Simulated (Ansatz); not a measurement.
PbS (zinc blende, F-43m) under volume change, PBEsol in the plane-wave PAW code Ansatz, scaled uniformly.

```tsv
V (Å³/atom)	E − E(relaxed) (meV/atom)	P (GPa)
31.866	40.4	4.46
32.916	17.0	2.74
33.967	4.0	1.26
35.017	0.0	0.00
36.068	3.6	-1.08
37.118	13.8	-2.01
38.169	29.7	-2.80
```

Problem. What does a third-order Birch–Murnaghan fit give for V₀, B₀ and B′?

Solution. V₀ = 35.02 Å³/atom, B₀ = 38.9 GPa, B′ = 4.1.

The start of the workflow was typed in or built on a structure type; neither database checked (COD, Materials Project) lists it. It is not the phase usual at ambient conditions (space group No. 225). Symmetry was held in the PBEsol relaxation. At this level the phase is mechanically unstable. Scalar-relativistic: spin–orbit coupling is off unless named, which matters more the heavier the elements.

Potentials: the later of the program's two PAW sets.
